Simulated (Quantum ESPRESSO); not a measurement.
# Kohn-Sham bands of VSi2 (P6₂22)

```
CELL_PARAMETERS angstrom
      4.53480     0.00000     0.00000
     -2.26740     3.92725     0.00000
      0.00000     0.00000     6.31890
ATOMIC_POSITIONS crystal
  V  0.00000 0.50000 0.16667
  V  0.50000 0.00000 0.50000
  V  0.50000 0.50000 0.83333
  Si 0.83750 0.67501 0.50000
  Si 0.16250 0.83750 0.83333
  Si 0.32499 0.16250 0.16667
  Si 0.16250 0.32499 0.50000
  Si 0.83750 0.16250 0.83333
  Si 0.67501 0.83750 0.16667
```

Structure: Materials Project mp-10711, symmetrised, not relaxed again. Not found in the COD (Crystallography Open Database) copy used, which has the formula in other groups; not checked further. Level: PBEsol, no spin polarisation, no spin-orbit coupling; pw.x of Quantum ESPRESSO at 68 Ry with PseudoDojo potentials, 4×4×4 k-points, Wannier90. Density: 12×12×6 mesh, cold smearing 0.01 Ry. A non-magnetic state is assumed; magnetic ones were not tried.

Energies are relative to the Fermi level; weights are on the orthonormalised atomic waves of the pseudopotential files, averaged over the group. 63 electrons a cell are treated as valence.

| bands | from (eV) | to (eV) | filling | weight on atomic waves |
|---|---|---|---|---|
| 1–3 | -63.70 | -63.68 | filled | [?] |
| 4–12 | -37.81 | -37.62 | filled | [?] |
| 13–33 | -13.67 | 0.84 | partly filled | [?] |

Q: Which atomic shells make up each group?

A: 
- 1–3, weight on atomic waves: V 3s 95 %, Si 3p 4 %
- 4–12, weight on atomic waves: V 3p 99 %
- 13–33, weight on atomic waves: Si 3p 40 %, V 3d 37 %, Si 3s 17 %

No gap over 0.05 eV opens at the Fermi level at this level of theory.
